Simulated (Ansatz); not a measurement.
**Data sheet: AlBN$_{2}$ (DFT)**

AlBN2:
```yaml
crystal:
  lattice:
    - [-2.04375, 2.04375, 3.80859]
    - [2.04375, -2.04375, 3.80859]
    - [2.04375, 2.04375, -3.80859]
  atoms:
    - { symbol: Al, position: [0.75000, 0.25000, 0.50000] }
    - { symbol: Al, position: [0.00000, 0.00000, 0.00000] }
    - { symbol: B, position: [0.25000, 0.75000, 0.50000] }
    - { symbol: B, position: [0.50000, 0.50000, 0.00000] }
    - { symbol: N, position: [0.18185, 0.12500, 0.55685] }
    - { symbol: N, position: [0.87500, 0.43185, 0.05685] }
    - { symbol: N, position: [0.56815, 0.62500, 0.44315] }
    - { symbol: N, position: [0.37500, 0.81815, 0.94315] }
```

Space group I-42d (No. 122), chalcopyrite; conventional cell a = b = 4.0875 Å, c = 7.6172 Å, α = β = γ = 90.00°.

Method: PBEsol (plane waves, PAW; program Ansatz). The cell and atoms are relaxed at this level. Other levels are named where they apply.

**Cell and energy**

* **Volume per atom**: 7.95 Å³
* **Density**: 3.43 g/cm³
* **Formation energy from the elements (no fitted shifts)**: -1.17 eV/atom

**Electronic structure**

- Band gap: 2.69 eV (direct)
- Valence-band maximum: at Γ
- Conduction-band minimum: at Γ
- Electron effective mass: 0.35, 0.35, 0.42 mₑ (principal values)
- Hole effective mass: 0.39, 0.88, 0.88 mₑ (principal values)
- HSE06 gap on the PBEsol cell: 4.06 eV

**Mechanics**

* **Bulk modulus (Birch–Murnaghan fit)**: 268 GPa
* **Pressure derivative B′**: 3.5
* **Elastic constants (relaxed ions, GPa)**: C11 = 487, C12 = 158, C13 = 210, C33 = 333, C44 = 256, C66 = 216
* **Mechanical stability**: stable (all eigenvalues of C positive)
* **Hill bulk and shear moduli**: 271 and 177 GPa
* **Young's modulus**: 435 GPa
* **Poisson's ratio**: 0.23
* **Debye temperature from the elastic constants**: 1180 K
* **Piezoelectric stress constants (proper, relaxed ions, C/m²)**: e14 = e25 = -0.08, e36 = -0.95

**Dielectric response**

- Electronic dielectric constant ε∞ (DFPT): 4.84 (xx = yy), 4.93 (zz)
- Static dielectric constant ε0 (ions relaxed, cell fixed): 8.85 (xx = yy), 10.5 (zz)
- Born charges (a third of the trace): Al +2.68, B +2.09, N -2.38 e

**Phonons**

- Highest zone-centre frequency (without LO–TO term) = 869 cm⁻¹
- Zone-centre stability = no imaginary mode at Γ

The start of the workflow was typed in or built on a structure type; neither database checked (COD, Materials Project) lists it. Its standing as an ambient phase is unchecked. Symmetry was held in the PBEsol relaxation. Signs of piezoelectric constants follow the polarity of the cell as given. The references are the lowest solids computed at this level, not always the standard phases (solids in place of the gases).

Potentials: the earlier of the program's two PAW sets. The files were generated under PBE; for other functionals the program regenerates the frozen cores, and for LDA and PBEsol the local potential too.
